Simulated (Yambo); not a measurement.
YPO$_{4}$ (space group I4_1/amd, No. 141), G0W0@PBEsol in Yambo with this input:

```
rim_cut
gw0
dyson
el_el_corr
HF_and_locXC
ppa
em1d
RandQpts= 1000000
RandGvec= 1 Ry
EXXRLvcs= 84 Ry
VXCRLvcs= 336 Ry
Chimod= "HARTREE"
% BndsRnXp
 1 | 221 |
%
NGsBlkXp= 7 Ry
% LongDrXp
 1.0 | 1.0 | 1.0 |
%
PPAPntXp= 27.2114 eV
% GbndRnge
 1 | 221 |
%
GTermKind= "BG"
DysSolver= "n"
ExtendOut
```

On a 2×2×2 mesh, with wavefunctions cut at 84 Ry, the gap (Γ → X) is 8.672 eV and the valence edge shifts by -1.188 eV.

Q: What happens with this change: 111 bands in W?

A: The gap rises by 0.136 eV, to 8.808 eV; the shift of the valence edge becomes -1.081 eV. Neither run is shown to be the converged limit. In the run with 221 bands and a 7 Ry block, which covers more k points, the smallest G0W0 gap is 8.44 eV, Γ → Γ. The mesh misses a band edge: along a dense path the PBEsol gap is 5.88 eV against 5.98 eV on the mesh.

Geometry of the Materials Project entry, not relaxed at this level; primitive cell a = b = c = 5.7277 Å, α = β = 106.05°, γ = 116.55°.

A shift is the quasiparticle energy of the state minus its PBEsol energy.
